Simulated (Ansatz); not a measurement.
Calculation for AlNi (CsCl type): DFT, PBE, PAW with Ansatz's default frozen-core files, scalar-relativistic (Ansatz 0.2.0). This run: bulk in the slab's orientation.

The cell comes from a relaxation on PAW files under the same functional, begun from a prototype that needn't be the stable phase.

Command: `ansatz run input.yaml --threads 3 --pin off --max-ram 9216MiB --backend cpu --events-out ev --progress --plain --runs-dir out` It took 2 s on 3 threads of Intel(R) Xeon(R) Platinum 8488C (Sapphire Rapids), with other jobs on the host, peak memory 0.42 GiB.

```yaml
crystal:
  lattice:
    - [0.0, 0.0, 2.8935740684]
    - [2.8935740684, -2.8935740684, 0.0]
    - [2.8935740684, 2.8935740684, 0.0]
  atoms:
    - { symbol: Ni, position: [0.0, 0.0, 0.0] }
    - { symbol: Ni, position: [0.0, 0.5, 0.5] }
    - { symbol: Al, position: [0.5, 0.5, 0.0] }
    - { symbol: Al, position: [0.5, 0.0, 0.5] }
kpoints:
  mp_grid: { grid: [13, 9, 9] }
scf:
  occupations: { method: fermi_dirac, width: 0.1 }
hamiltonian:
  xc: pbe
  pseudopotentials: { kind: paw }
output:
  forces: true
  stress: true
  eigenvalues: true
```

Output:

```
Engine: ansatz 0.2.0
Pseudopotentials: kind: paw
Pseudopotential: Ni, paw, valence charge 18, recommended cutoff 420 eV (normal), Ni.paw.azcp
Pseudopotential: Al, paw, valence charge 3, recommended cutoff 420 eV (normal), Al.paw.azcp
Functional definition: PBE
  parameter kappa = 0.804
  parameter beta = 0.06672455060314922
  exchange = pbe_x(kappa = kappa, mu = beta*pi^2/3)
  correlation = pbe_c(beta = beta)
Crystal: 4 atoms, lattice volume = 48.454 Å³
Basis set: ecut = 420 eV, 929 PW (Γ), exchange–correlation on 40×60×60 points (8 copies of the dense FFT grid, shifted against one another)
Bands: 26, of which v1, the nominal top of the filled ones, is band 21 counted from 1 (20 counted from 0)
Symmetry: 32 space group operations
Space group: Pm-3m (ITA 221), of the structure as read, at distance tolerance 3.6e-5 Å
k-points: 105 of 1053
Non-local potential: Ni, projectors of the file, l = 0: 3, l = 1: 2, l = 2: 3, l = 3: 1
Non-local potential: Al, projectors of the file, l = 0: 2, l = 1: 2, l = 2: 1
PAW form: soft (Blöchl's): semilocal exchange-correlation on the pseudo side does not see the compensation charge
PAW one-centre angular grid: Ni, 590 points (default); XC on 64 Gauss nodes
PAW one-centre angular grid: Al, 110 points (default); XC on 64 Gauss nodes
Initial density: superposition of atomic densities (neutral atoms: chi_scale 0, normalization atom), corrected by the library's trained network
Initial wavefunctions: pseudopotential atomic-orbital guess
Functional: x = pbe(κ = 0.804, μ = 0.2195149727645171), c = pbe(β = 0.06672455060314922)
SCF iter   1: F=—  HF=-12757.088647 eV  |F-HF|=—  |Δ(HF+E_count)|=         —  Δρ=2.28e-3  dr2=1.54e-3  ethr=1.77e-3  ⟨swp⟩=5.4  Hψ=11898  notcnv=0
preconditioner: auto → Kerker (q_TF=auto, 2.664 Å⁻¹)  [metal: Δε(μ)=0.017 eV  Ē_g=6.955 eV  σ=0.100 eV  W_gap=0.04  n_scr=18 (ndim 8)  ℏωp=27.2 eV  f_vac=0.000  D(μ)=1.72/eV (n_scr^D=10)]
SCF iter   2: F=—  HF=-12757.088335 eV  |F-HF|=—  |Δ(HF+E_count)|=   3.12e-4  Δρ=9.95e-4  dr2=3.28e-4  ethr=3.66e-6  ⟨swp⟩=2.1  Hψ=4760  notcnv=0
SCF iter   3: F=—  HF=-12757.088354 eV  |F-HF|=—  |Δ(HF+E_count)|=   1.90e-5  Δρ=1.68e-4  dr2=1.77e-5  ethr=7.82e-7  ⟨swp⟩=1.0  Hψ=2733  notcnv=0
SCF iter   4: F=—  HF=-12757.088472 eV  |F-HF|=—  |Δ(HF+E_count)|=   1.18e-4  Δρ=5.09e-5  dr2=1.26e-6  ethr=4.22e-8  ⟨swp⟩=2.4  Hψ=4091  notcnv=0
iter 5 did not close the SCF: its close was put off for the readings that it lacked (scf_convergence_deferred on its scf_iter line)
SCF iter   5: F=-12757.088471 eV  HF=-12757.088471 eV  |F-HF|=2.48e-8  |Δ(HF+E_count)|=   3.91e-7  Δρ=9.40e-6  dr2=5.18e-8  ethr=3.00e-9  ⟨swp⟩=2.2  Hψ=3569  notcnv=0
SCF iter   6: F=-12757.088471 eV  HF=-12757.088471 eV  |F-HF|=1.27e-8  |Δ(HF+E_count)|=   9.34e-9  Δρ=7.55e-6  dr2=1.80e-8  ethr=1.23e-10  ⟨swp⟩=2.7  Hψ=9981  notcnv=0
SCF 1 converged in 6 iterations: F = -12757.088471 eV  dr2 = 1.80e-8
  greatest PAW one-centre occupation: 1.001 electrons in one spin orbital (limit 2), on the Ni atom at site 1 (counted from 0), in its partial waves of l = 1
SCF converged after 6 iterations
Free energy (F): -12757.088471 eV
Harris-Foulkes:  -12757.088471 eV  (|F-HF|=1.27e-8)
Internal energy: -12757.031146 eV  (E = F + TS)
E sigma→0 (E₀):  -12757.059808 eV
Entropy (-TS):   -0.057326 eV (-14.331 meV/atom)
Fermi energy:    13.762000 eV
--- Per-component energies (eV) ---
  E_band       = -680.444215
  E_kinetic    = 621.062783
  E_local      = -8929.556917  (includes V_loc(G=0)·N_el)
  E_nonlocal   = 1295.438065
  E_hartree    = 3841.692612
  E_xc         = -252.127438
  E_vxc        = -280.691199  (∫ρ·V_xc dr)
  E_paw        = -4200.714599  (= ΣΔE_a)
  E_vpaw       = -1070.098739  (= ΣTr[D̂ρ^β])
  E_aug_tail   = 0.000977  (compensation charges beyond the density's cutoff)
  E_ewald      = -5132.826629
  E_smearing   = -0.057326  (= −TS)
  E_closure    = -0.000000  (closes the sum)
  Σ components = -12757.088471   (vs F -12757.088471, Δ=0.00e0)
--- Forces (eV/Å), atoms counted from 1 ---
  atom   1  Ni     0.00000000     0.00000000     0.00000000
  atom   2  Ni     0.00000000    -0.00000000     0.00000000
  atom   3  Al    -0.00000000     0.00000000    -0.00000000
  atom   4  Al    -0.00000000    -0.00000000     0.00000000
  max |Σ_I F_I| component: 1.59e-28 eV/Å
--- Stress (GPa, compression-positive) ---
       -0.001055      -0.000000       0.000000
        0.000000      -0.001055       0.000000
        0.000000       0.000000      -0.123795
  P = ⅓ Tr σ = -0.0420 GPa (-0.420 kbar)
--- Band table (eV; the first three rows and the last of 105) ---
  k-point 0: bands = ["-89.5259", "-89.5233", "-49.9466", "-49.9466", "-49.9286", "-49.9271", "-49.9271", "-49.9253", "2.6946", "8.4988", "10.4306", "10.5843", "10.5853", "10.8912", "10.8912", "11.7257", "11.7257", "12.2515", "12.2515", "12.2525", "12.7735", "15.1929", "16.1858", "19.1866", "19.1866", "19.1866"]
  k-point 1: bands = ["-89.5259", "-89.5234", "-49.9461", "-49.9461", "-49.9285", "-49.9277", "-49.9277", "-49.9254", "2.8073", "8.3064", "9.9510", "10.5870", "10.6018", "10.8657", "11.2092", "11.7327", "11.7418", "12.2019", "12.2230", "12.2359", "12.8852", "15.4739", "16.5143", "18.4815", "18.7481", "19.3357"]
  k-point 2: bands = ["-89.5256", "-89.5236", "-49.9445", "-49.9444", "-49.9295", "-49.9294", "-49.9282", "-49.9257", "3.1432", "7.5427", "9.7495", "10.5934", "10.6426", "10.8052", "11.3987", "11.7550", "11.7880", "12.0498", "12.1474", "12.1909", "13.2057", "15.7374", "17.3110", "17.7864", "17.9083", "19.7708"]
  k-point 104: bands = ["-89.5234", "-89.5233", "-49.9479", "-49.9478", "-49.9466", "-49.9460", "-49.9244", "-49.9239", "8.3659", "8.4927", "10.0167", "10.2626", "10.8016", "10.8801", "10.9353", "11.1613", "11.7277", "11.7417", "11.8690", "11.8735", "12.8038", "12.8541", "15.2969", "15.4266", "16.2582", "16.4112"]
```

Next run, as changes to the input before:

```diff
   lattice:
-    - [0.0, 0.0, 2.8935740684]
-    - [2.8935740684, -2.8935740684, 0.0]
-    - [2.8935740684, 2.8935740684, 0.0]
+    - [2.8935740684, 0.0, 0.0]
+    - [0.0, 4.0921316912, 0.0]
+    - [0.0, 0.0, 20.0921]
   atoms:
-    - { symbol: Ni, position: [0.0, 0.0, 0.0] }
-    - { symbol: Ni, position: [0.0, 0.5, 0.5] }
-    - { symbol: Al, position: [0.5, 0.5, 0.0] }
-    - { symbol: Al, position: [0.5, 0.0, 0.5] }
+    - { symbol: Ni, position: [0.75, 0.25, 0.3981656549] }
+    - { symbol: Al, position: [0.25, 0.75, 0.3981656549] }
+    - { symbol: Ni, position: [0.75, 0.75, 0.5] }
+    - { symbol: Al, position: [0.25, 0.25, 0.5] }
+    - { symbol: Ni, position: [0.75, 0.25, 0.6018343451] }
+    - { symbol: Al, position: [0.25, 0.75, 0.6018343451] }
 kpoints:
-  mp_grid: { grid: [13, 9, 9] }
+  mp_grid: { grid: [13, 9, 1] }
 scf:
   eigenvalues: true
+  populations: true
+efield:
+  axis: 3
+  amplitude: 0
+  dipole_correction: true
```

Results part of the output:

```
SCF 1 converged in 8 iterations: F = -19133.210894 eV  dr2 = 9.66e-8
  greatest PAW one-centre occupation: 1.001 electrons in one spin orbital (limit 2), on the Ni atom at site 0 (counted from 0), in its partial waves of l = 1
SCF converged after 8 iterations
Free energy (F): -19133.210894 eV
Harris-Foulkes:  -19133.210893 eV  (|F-HF|=3.34e-7)
Internal energy: -19133.092635 eV  (E = F + TS)
E sigma→0 (E₀):  -19133.151764 eV
Entropy (-TS):   -0.118259 eV (-19.710 meV/atom)
Fermi energy:    0.850433 eV
Dipole field:    D = 0.000002 V/Å  (p = 0.000003 e·Å, saw-weighted, corrected)
Work function:   Φ+ = 4.8799 eV   Φ− = 4.8800 eV
Levels:          The Fermi level and band energies are counted from a zero that moves with the ramp; work functions are not
--- Per-component energies (eV) ---
  E_band       = -1809.604507
  E_kinetic    = 922.284382
  E_local      = -64148.583773  (includes V_loc(G=0)·N_el)
  E_nonlocal   = 1946.453183
  E_hartree    = 30746.086252
  E_xc         = -372.276484
  E_vxc        = -412.965202  (∫ρ·V_xc dr)
  E_paw        = -6302.943714  (= ΣΔE_a)
  E_vpaw       = -1608.972397  (= ΣTr[D̂ρ^β])
  E_aug_tail   = 0.001464  (compensation charges beyond the density's cutoff)
  E_efield     = 0.000000  (sawtooth field / dipole correction)
  E_vefield    = 0.000000  (∫n·V_field dr)
  E_ewald      = 18075.886056
[... lines left out ...]
  atom   1  Ni     0.00000000     0.00000000     0.64001003
  atom   2  Al     0.00000000     0.00000000    -0.46198777
  atom   3  Ni     0.00000000     0.00000000    -0.00000046
  atom   4  Al     0.00000000     0.00000000    -0.00000072
  atom   5  Ni     0.00000000     0.00000000    -0.64001080
  atom   6  Al     0.00000000     0.00000000     0.46198782
  max |Σ_I F_I| component: 1.92e-6 eV/Å
--- Stress (GPa, compression-positive) ---
       -3.358795       0.000000       0.000000
        0.000000      -2.401532       0.000000
        0.000000       0.000000      -0.490281
  P = ⅓ Tr σ = -2.0835 GPa (-20.835 kbar)
--- Band table (eV; the first three rows and the last of 35) ---
  k-point 0: bands = ["-102.3987", "-102.0401", "-102.0401", "-62.8225", "-62.8137", "-62.7862", "-62.5571", "-62.5568", "-62.4444", "-62.4444", "-62.3380", "-62.3378", "-9.3089", "-7.1545", "-4.6745", "-2.5785", "-2.1360", "-1.9323", "-1.8684", "-1.8416", "-1.0020", "-0.9887", "-0.9620", "-0.9418", "-0.5553", "-0.4706", "-0.3344", "-0.3330", "-0.3189", "-0.3058", "-0.2228", "0.0562", "1.9171", "3.0903", "4.1256", "4.4696", "4.4839", "5.3464"]
  k-point 1: bands = ["-102.3987", "-102.0401", "-102.0401", "-62.8225", "-62.8138", "-62.7862", "-62.5571", "-62.5569", "-62.4444", "-62.4444", "-62.3380", "-62.3378", "-9.1975", "-7.0473", "-4.6281", "-3.0829", "-2.3740", "-1.9541", "-1.7635", "-1.6081", "-1.0614", "-0.9998", "-0.9735", "-0.9670", "-0.5435", "-0.5364", "-0.5008", "-0.3818", "-0.3037", "-0.2262", "-0.0626", "0.0422", "1.2956", "3.5693", "3.9157", "4.5631", "5.0010", "5.4522"]
  k-point 2: bands = ["-102.3987", "-102.0401", "-102.0401", "-62.8225", "-62.8138", "-62.7862", "-62.5570", "-62.5570", "-62.4444", "-62.4444", "-62.3380", "-62.3378", "-8.8657", "-6.7295", "-4.7641", "-3.7131", "-2.9216", "-1.9371", "-1.6482", "-1.4609", "-1.1963", "-1.0401", "-1.0267", "-1.0017", "-0.6805", "-0.5989", "-0.5539", "-0.5129", "-0.2532", "-0.2371", "-0.0248", "0.3044", "0.7865", "2.5250", "4.7365", "5.3239", "5.4496", "5.7631"]
  k-point 34: bands = ["-102.3974", "-102.0388", "-102.0388", "-62.8434", "-62.8121", "-62.7845", "-62.5555", "-62.5552", "-62.4647", "-62.4647", "-62.3363", "-62.3362", "-4.6320", "-4.0169", "-3.7593", "-3.2309", "-2.6723", "-2.1142", "-1.7477", "-1.4421", "-1.3637", "-1.3013", "-0.9355", "-0.8155", "-0.7309", "-0.6712", "-0.5514", "-0.3918", "-0.2492", "0.0128", "0.1250", "0.3723", "0.7344", "2.7879", "3.1283", "3.1545", "4.0482", "4.4634"]
--- Löwdin populations: 6 sites ---
  site symbol       q [e]
     0     Ni     17.5344
     1     Al      3.2632
     2     Ni     17.5432
     3     Al      3.2961
     4     Ni     17.5344
     5     Al      3.2632
  spilling = 0.008974 (of n_electrons = 63.000000)
```

Next run (atoms relaxed), as changes to the input before:

```diff
   eigenvalues: true
-  populations: true
+relax:
+  f_tol: 0.01
+  max_steps: 40
 efield:
```

Results part of the output:

```
Warning: output.stress: scf.convergence.dr2_threshold = 1e-7 eV (the SCF's general default) is looser than the 6e-10 eV advised for a printed stress (1e-10 eV for each atom of the cell: 6). What an SCF threshold leaves in a stress goes as its square root, and in the free energy as the threshold itself, and one threshold admits the most on a small cell: of the crystals measured, under no hybrid fun
SCF converged after 8 iterations
Free energy (F): -19133.324183 eV
Harris-Foulkes:  -19133.324183 eV  (|F-HF|=7.94e-9)
Internal energy: -19133.220799 eV  (E = F + TS)
E sigma→0 (E₀):  -19133.272491 eV
Entropy (-TS):   -0.103384 eV (-17.231 meV/atom)
Fermi energy:    0.959364 eV
Dipole field:    D = -0.000000 V/Å  (p = -0.000000 e·Å, saw-weighted, corrected)
Work function:   Φ+ = 4.7251 eV   Φ− = 4.7250 eV
Levels:          The Fermi level and band energies are counted from a zero that moves with the ramp; work functions are not
--- Per-component energies (eV) ---
  E_band       = -1805.858919
  E_kinetic    = 922.210435
  E_local      = -65631.216387  (includes V_loc(G=0)·N_el)
  E_nonlocal   = 1945.351370
  E_hartree    = 31489.211059
  E_xc         = -372.484666
  E_vxc        = -413.258364  (∫ρ·V_xc dr)
  E_paw        = -6302.056650  (= ΣΔE_a)
  E_vpaw       = -1607.370334  (= ΣTr[D̂ρ^β])
[... lines left out ...]
  atom   6  Al     0.00000000     0.00000000     0.00315980
  max |Σ_I F_I| component: 4.28e-8 eV/Å
--- Stress (GPa, compression-positive) ---
       -3.244290       0.000000       0.000000
        0.000000      -2.886699       0.000000
        0.000000       0.000000       0.006788
  P = ⅓ Tr σ = -2.0414 GPa (-20.414 kbar)
--- Band table (eV; the first three rows and the last of 35) ---
  k-point 0: bands = ["-102.2450", "-102.0353", "-102.0353", "-62.6537", "-62.6530", "-62.6506", "-62.5440", "-62.5430", "-62.4227", "-62.4227", "-62.3575", "-62.3570", "-9.1661", "-7.0577", "-4.6604", "-2.3920", "-2.0104", "-1.8884", "-1.8441", "-1.8194", "-0.8706", "-0.8659", "-0.7875", "-0.7580", "-0.5285", "-0.5054", "-0.4006", "-0.3796", "-0.3540", "-0.3357", "-0.2369", "0.0002", "2.0646", "3.3402", "4.3409", "4.4356", "4.8071", "5.2672"]
  k-point 1: bands = ["-102.2450", "-102.0353", "-102.0353", "-62.6537", "-62.6530", "-62.6507", "-62.5439", "-62.5432", "-62.4227", "-62.4227", "-62.3575", "-62.3570", "-9.0544", "-6.9504", "-4.6195", "-2.8994", "-2.2609", "-1.8722", "-1.7732", "-1.5671", "-0.8995", "-0.8794", "-0.8683", "-0.8115", "-0.6548", "-0.5054", "-0.4626", "-0.3919", "-0.3167", "-0.2385", "-0.1098", "-0.0395", "1.4724", "3.8343", "4.1140", "4.5723", "5.1761", "5.4220"]
  k-point 2: bands = ["-102.2450", "-102.0353", "-102.0353", "-62.6536", "-62.6530", "-62.6510", "-62.5436", "-62.5435", "-62.4227", "-62.4227", "-62.3573", "-62.3571", "-8.7217", "-6.6320", "-4.7228", "-3.5650", "-2.8048", "-1.8509", "-1.6739", "-1.4486", "-1.0956", "-0.9684", "-0.9120", "-0.8615", "-0.7088", "-0.5831", "-0.5270", "-0.4544", "-0.2512", "-0.2460", "-0.0856", "0.2351", "0.9634", "2.7596", "4.7177", "5.3686", "5.6852", "5.7115"]
  k-point 34: bands = ["-102.2437", "-102.0341", "-102.0341", "-62.6737", "-62.6516", "-62.6497", "-62.5424", "-62.5413", "-62.4432", "-62.4432", "-62.3556", "-62.3553", "-4.5324", "-3.9018", "-3.6497", "-3.1766", "-2.5787", "-1.9989", "-1.6685", "-1.4079", "-1.2474", "-1.0732", "-0.8863", "-0.7681", "-0.7674", "-0.5939", "-0.4308", "-0.3538", "-0.3376", "0.0782", "0.1945", "0.5583", "0.8138", "2.8030", "3.0248", "3.0856", "4.0457", "4.6741"]
--- Relaxed structure (5 steps of the walk, 5 accepted, 0 SCFs on fresh bases) ---
  F+E_penalty+E_count = -19133.32418260 eV   max|allowed force component| = 3.160e-3 eV/Å
  atoms:
    - { symbol: Ni, position: [0.75, 0.25, 0.40365666779003345] }
    - { symbol: Al, position: [0.25, 0.7500000000000001, 0.3942061344059402] }
    - { symbol: Ni, position: [0.75, 0.7500000000000001, 0.5000000018877262] }
    - { symbol: Al, position: [0.25, 0.25, 0.4999999986946624] }
    - { symbol: Ni, position: [0.75, 0.25, 0.5963433315318226] }
    - { symbol: Al, position: [0.25, 0.7500000000000001, 0.6057938656898154] }
```

Next run (no images along the normal), as changes to the input before:

```diff
   atoms:
-    - { symbol: Ni, position: [0.75, 0.25, 0.3981656549] }
-    - { symbol: Al, position: [0.25, 0.75, 0.3981656549] }
-    - { symbol: Ni, position: [0.75, 0.75, 0.5] }
-    - { symbol: Al, position: [0.25, 0.25, 0.5] }
-    - { symbol: Ni, position: [0.75, 0.25, 0.6018343451] }
-    - { symbol: Al, position: [0.25, 0.75, 0.6018343451] }
+    - { symbol: Ni, position: [0.75, 0.25, 0.4036566678] }
+    - { symbol: Al, position: [0.25, 0.75, 0.3942061344] }
+    - { symbol: Ni, position: [0.75, 0.75, 0.5000000019] }
+    - { symbol: Al, position: [0.25, 0.25, 0.4999999987] }
+    - { symbol: Ni, position: [0.75, 0.25, 0.5963433315] }
+    - { symbol: Al, position: [0.25, 0.75, 0.6057938657] }
+  periodic: [true, true, false]
 kpoints:
   eigenvalues: true
-relax:
-  f_tol: 0.01
-  max_steps: 40
-efield:
-  axis: 3
-  amplitude: 0
-  dipole_correction: true
```

Results part of the output:

```
Warning: crystal.periodic: the lattice vector that does not repeat stood 0.000° off the slab's normal, 20.092 Å along it as the deck builds it. The run solves the slab on a vector along the normal, 32.302 Å long, with every atom where it was (on the deck's vector they left 15.84 Å outside them, and the widest stretch free of ions among them is 1.94 Å). A fractional position that the run reports is
SCF 1 converged in 9 iterations: F = -19133.324175 eV  dr2 = 1.00e-8
  greatest PAW one-centre occupation: 1.001 electrons in one spin orbital (limit 2), on the Ni atom at site 4 (counted from 0), in its partial waves of l = 1
SCF converged after 9 iterations
Free energy (F): -19133.324175 eV
Harris-Foulkes:  -19133.324175 eV  (|F-HF|=9.19e-9)
Internal energy: -19133.220791 eV  (E = F + TS)
E sigma→0 (E₀):  -19133.272483 eV
Entropy (-TS):   -0.103384 eV (-17.231 meV/atom)
Fermi energy:    -4.725024 eV
--- Per-component energies (eV) ---
  E_band       = -2163.975602
  E_kinetic    = 922.210365
  E_local      = -200863.813807  (includes V_loc(G=0)·N_el)
  E_nonlocal   = 1945.352946
  E_hartree    = 98926.454886
  E_xc         = -372.484479
  E_vxc        = -413.258126  (∫ρ·V_xc dr)
  E_paw        = -6302.057232  (= ΣΔE_a)
  E_vpaw       = -1607.370941  (= ΣTr[D̂ρ^β])
[... lines left out ...]
  Σ components = -19133.324175   (vs F -19133.324175, Δ=0.00e0)
--- Forces (eV/Å), atoms counted from 1 ---
  atom   1  Ni     0.00000000     0.00000000     0.00097997
  atom   2  Al     0.00000000     0.00000000    -0.00314736
  atom   3  Ni    -0.00000000     0.00000000     0.00000000
  atom   4  Al    -0.00000000     0.00000000     0.00000000
  atom   5  Ni     0.00000000     0.00000000    -0.00097997
  atom   6  Al     0.00000000     0.00000000     0.00314736
  max |Σ_I F_I| component: 4.34e-19 eV/Å
--- 2D stress c σ (N/m, compression-positive) ---
       -6.518302       0.000000       0.000000
        0.000000      -5.800019       0.000000
        0.000000       0.000000       0.000000
  P = ½ c Tr σ = -6.1592 N/m
--- Band table (eV; the first three rows and the last of 35) ---
  k-point 0: bands = ["-107.9294", "-107.7197", "-107.7197", "-68.3381", "-68.3375", "-68.3350", "-68.2284", "-68.2274", "-68.1071", "-68.1071", "-68.0419", "-68.0413", "-14.8505", "-12.7421", "-10.3448", "-8.0764", "-7.6948", "-7.5728", "-7.5285", "-7.5038", "-6.5550", "-6.5503", "-6.4719", "-6.4424", "-6.2128", "-6.1897", "-6.0850", "-6.0640", "-6.0383", "-6.0201", "-5.9212", "-5.6842", "-3.6198", "-2.3442", "-1.3436 (-1.3436°)", "-1.2427 (-1.2428°)", "-0.8773", "-0.4732"]
  k-point 1: bands = ["-107.9294", "-107.7197", "-107.7197", "-68.3381", "-68.3375", "-68.3352", "-68.2282", "-68.2276", "-68.1071", "-68.1071", "-68.0418", "-68.0414", "-14.7388", "-12.6348", "-10.3038", "-8.5838", "-7.9452", "-7.5566", "-7.4576", "-7.2515", "-6.5839", "-6.5638", "-6.5527", "-6.4959", "-6.3391", "-6.1898", "-6.1470", "-6.0763", "-6.0011", "-5.9229", "-5.7942", "-5.7239", "-4.2119", "-1.8501 (-1.8500°)", "-1.5701 (-1.5701°)", "-1.1063 (-1.1064°)", "-0.5180", "-0.3093"]
  k-point 2: bands = ["-107.9294", "-107.7197", "-107.7197", "-68.3380", "-68.3375", "-68.3354", "-68.2280", "-68.2279", "-68.1071", "-68.1071", "-68.0417", "-68.0414", "-14.4061", "-12.3164", "-10.4072", "-9.2494", "-8.4891", "-7.5353", "-7.3583", "-7.1330", "-6.7800", "-6.6528", "-6.5964", "-6.5459", "-6.3932", "-6.2675", "-6.2114", "-6.1388", "-5.9356", "-5.9304", "-5.7700", "-5.4492", "-4.7210", "-2.9248", "-0.9624 (-0.9625°)", "-0.3174 (-0.3175°)", "-0.0261", "0.0014"]
  k-point 34: bands = ["-107.9281", "-107.7185", "-107.7185", "-68.3581", "-68.3360", "-68.3341", "-68.2268", "-68.2257", "-68.1276", "-68.1275", "-68.0400", "-68.0397", "-10.2168", "-9.5862", "-9.3341", "-8.8609", "-8.2631", "-7.6832", "-7.3529", "-7.0923", "-6.9318", "-6.7576", "-6.5707", "-6.4524", "-6.4517", "-6.2783", "-6.1152", "-6.0382", "-6.0220", "-5.6062", "-5.4899", "-5.1261", "-4.8706", "-2.8814", "-2.6596", "-2.5988", "-1.6387", "-1.0103"]
  ° read free of the cell's end (the report's vacuum.weakly_bound_levels)
```

Spin polarisation is left out, though a magnetic state may lie lower.
